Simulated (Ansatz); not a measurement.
Ge5CN8 on the sites of β-Si3N4 (relaxed group Pm), relaxed with r2SCAN. It is monoclinic, Pm (No. 6); a = 7.652 Å, b = 3.023 Å, c = 7.771 Å, β = 118.7° in the conventional setting, 11.27 Å³ an atom. Ge has 4 N at 1.79–1.85 Å; Ge has 4 N at 1.80–1.82 Å; Ge has 4 N at 1.83–1.87 Å; C has 4 N at 1.41–1.78 Å; Ge has 4 N at 1.85–1.86 Å; N has 1 C at 1.41 Å and 2 Ge at 1.85 Å; N has 3 Ge at 1.80–1.86 Å (further sites aren't listed).

```cif
data_structure
_symmetry_space_group_name_H-M 'Pm'
_symmetry_Int_Tables_number 6
_cell_length_a 7.6522
_cell_length_b 3.0227
_cell_length_c 7.7710
_cell_angle_alpha 90.000
_cell_angle_beta 118.667
_cell_angle_gamma 90.000
_cell_volume 157.71
loop_
_atom_site_label
_atom_site_type_symbol
_atom_site_symmetry_multiplicity
_atom_site_Wyckoff_symbol
_atom_site_fract_x
_atom_site_fract_y
_atom_site_fract_z
_atom_site_occupancy
Ge1 Ge 1 b 0.75068 0.50000 0.58389 1
Ge2 Ge 1 a 0.58614 0.00000 0.82783 1
Ge3 Ge 1 a 0.17468 0.00000 0.79506 1
Ge4 Ge 1 b 0.82383 0.50000 0.22714 1
C1 C 1 b 0.42838 0.50000 0.19885 1
Ge5 Ge 1 a 0.24917 0.00000 0.39924 1
N1 N 1 b 0.63706 0.50000 0.31394 1
N2 N 1 a 0.32224 0.00000 0.66293 1
N3 N 1 b 0.02124 0.50000 0.72038 1
N4 N 1 a 0.66136 0.00000 0.63857 1
N5 N 1 a 0.36880 0.00000 0.05997 1
N6 N 1 b 0.68819 0.50000 0.96464 1
N7 N 1 a 0.97502 0.00000 0.30699 1
N8 N 1 b 0.31322 0.50000 0.30057 1
```

3 runs of the plane-wave code Ansatz on this cell differ in the functional (and in the settings that go with it). Levels are in eV from each run's valence top; v1 is the last filled band, c1 the first empty one.

Run A, mean stress +6.4 GPa (compression positive):
```tsv
point	v5	v3	v1	c1	c2	c3
Γ	-1.00	-0.37	-0.17	1.21	2.60	3.63
Z	-1.59	-1.40	-0.80	3.58	3.66	4.45
D	-1.86	-1.37	-0.55	3.02	3.49	4.68
```

Run B, mean stress 0.0 GPa (compression positive):
```tsv
point	v5	v3	v1	c1	c2	c3
Γ	-0.99	-0.33	-0.16	1.50	3.07	4.14
Z	-1.64	-1.46	-0.82	4.03	4.17	4.98
D	-1.89	-1.42	-0.57	3.52	3.97	5.18
```

Run C, mean stress -1.6 GPa (compression positive):
```tsv
point	v5	v3	v1	c1	c2	c3
Γ	-0.92	-0.29	-0.07	3.26	4.88	5.89
Z	-1.70	-1.50	-0.91	5.74	5.91	6.67
D	-1.89	-1.48	-0.64	5.31	5.71	6.98
```

Question: Match the runs to PBE, r2SCAN, PBE0.

Answer: A is PBE, B is r2SCAN, C is PBE0. In order of the gap: PBE 1.21, r2SCAN 1.50, PBE0 3.26 eV. The stress vanishes for r2SCAN, which relaxed the cell.

No spin polarisation and no zero-point or thermal motion; the cell was built from a prototype and may be hypothetical.

The runs are scalar-relativistic, without spin-orbit coupling.

The stress of a hybrid is loosely converged in these runs.

The meshes of the hybrids are coarse, so their gaps aren't converged to the digits shown.
